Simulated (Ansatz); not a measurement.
AgW:
Space group Pmma (No. 51); a = 4.5875 Å, b = 2.7019 Å, c = 5.1507 Å, α = 90.00°, β = 90.00°, γ = 90.00°

| atom | site | symmetry | x | y | z |
|---|---|---|---|---|---|
| W | 2e | mm2 | 0.7500 | 0.0000 | 0.1340 |
| Ag | 2f | mm2 | 0.2500 | 0.5000 | 0.3615 |

Relaxed at zero pressure with DFT-PBEsol in the program Ansatz with PAW potentials.

Task: The volume is raised by 3 % and shape and atoms relax at that volume. What pressure results, and how do the axes share the change?

Result: -5.7 GPa; a 0.8 %, b 0.8 %, c 1.4 %; the energy rises by 9 meV/atom.

Task: Give the new structure.

Result: 
Space group Pmma (No. 51); a = 4.626 Å, b = 2.723 Å, c = 5.221 Å, α = 90.00°, β = 90.00°, γ = 90.00°

| atom | site | symmetry | x | y | z |
|---|---|---|---|---|---|
| W | 2e | mm2 | 0.7500 | 0.0000 | 0.1316 |
| Ag | 2f | mm2 | 0.2500 | 0.5000 | 0.3621 |

The phase is kept; no other phase was compared at this pressure.

The start of the workflow was typed in or built on a structure type; neither database checked (COD, Materials Project) lists it. Its standing as an ambient phase is unchecked. The PBEsol relaxation kept the symmetry of its start. At this level the phase is dynamically unstable (imaginary phonons). The run is not spin-polarised. Its formation energy is positive at this level, so the cell may be metastable or incomplete. Axis ratios of metals converge slowly with the k-mesh, so a and c are less sure than the volume. Scalar-relativistic: spin–orbit coupling is off unless named, which matters more the heavier the elements.

Potentials: the earlier of the program's two PAW sets. The files were generated under PBE; for other functionals the program regenerates the frozen cores, and for LDA and PBEsol the local potential too.
